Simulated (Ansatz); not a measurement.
**SiF (P-3m1) at 3 levels of theory**

One geometry, relaxed with PBE; plane waves with PAW potentials in Ansatz, scalar-relativistic. No spin polarisation. Gaps are the least over mesh and band path; pressure is positive in compression, and isn't given for hybrids.

```
Si F
1.0
     3.97083    0.00000    0.00000
    -1.98542    3.43884    0.00000
     0.00000    0.00000    6.26062
Si F
2 2
Direct
  0.66667 0.33333 0.94426
  0.33333 0.66667 0.05574
  0.66667 0.33333 0.68430
  0.33333 0.66667 0.31570
```

```csv
level,cutoff (eV),k mesh,gap (eV),pressure (GPa)
PBE,420,12×12×6,0.56,0.0
PBEsol,420,12×12×6,0.47,-1.2
HSE06,420,6×6×4,1.45,-
```

The cell holds layers, chains or molecules and no dispersion correction was added, so their binding is poorly described.

The structure comes from a proposed guess; another structure or a mixture of phases may lie lower.
